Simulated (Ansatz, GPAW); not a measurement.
W3Co: energy against volume and a worked fit

Space group Pm-3m (No. 221). a = 3.907 Å, b = 3.907 Å, c = 3.907 Å, α = 90.00°, β = 90.00°, γ = 90.00°
```json
{"atom": "W", "site": "3c", "symmetry": "4/mm.m", "x": "0.5000", "y": "0.5000", "z": "0.0000"}
{"atom": "Co", "site": "1a", "symmetry": "m-3m", "x": "0.0000", "y": "0.0000", "z": "0.0000"}
```

The cell comes from a database or a generator and needn't be the stable form of this composition.

The cell was scaled at fixed shape and fractions and run with Ansatz, Ansatz PAW, cutoff 420 eV; PBEsol, k mesh 7 × 7 × 7 on the cell of 4 atoms, fermi-dirac occupations of 0.05 eV, collinear spin, ferromagnetic start, no spin-orbit coupling. The potentials were made for PBE. Energies are those that the program minimises, any entropy of the smearing included. For a metal such a mesh isn't converged to the digits shown. The magnetic state is the one that the start led to, which needn't be the lowest.

| V (Å³/atom) | energy over the lowest row (meV/atom) |
| --- | --- |
| 14.0189 | 7.93 |
| 14.3172 | 0.00 |
| 14.6155 | ? |
| 14.9138 | 18.42 |
| 15.2120 | 42.46 |
| 15.5103 | 75.03 |
| 15.8086 | 115.26 |

**Question.** Fit the third-order Birch-Murnaghan form, give V0, B0 and B′, and predict the energy left open.

**Answer.** With y = (V0/V)^(2/3), E = E0 + (9 V0 B0/16) [(y - 1)³ B′ + (y - 1)² (6 - 4y)]. Least squares through the rows shown give V0 = 14.3629 Å³/atom, E0 = -0.14 meV, B0 = 300.8 GPa (1 eV/Å³ = 160.218 GPa) and B′ = 4.27, with a largest miss of 0.01 meV. At V = 14.6155 the form with these constants gives 3.90 meV; the run gave 3.89 meV an atom. Other set-ups at this level, from all their volumes (Å³/atom, GPa): GPAW, PAW data sets generated for this functional: V0 14.365, B0 300.9.
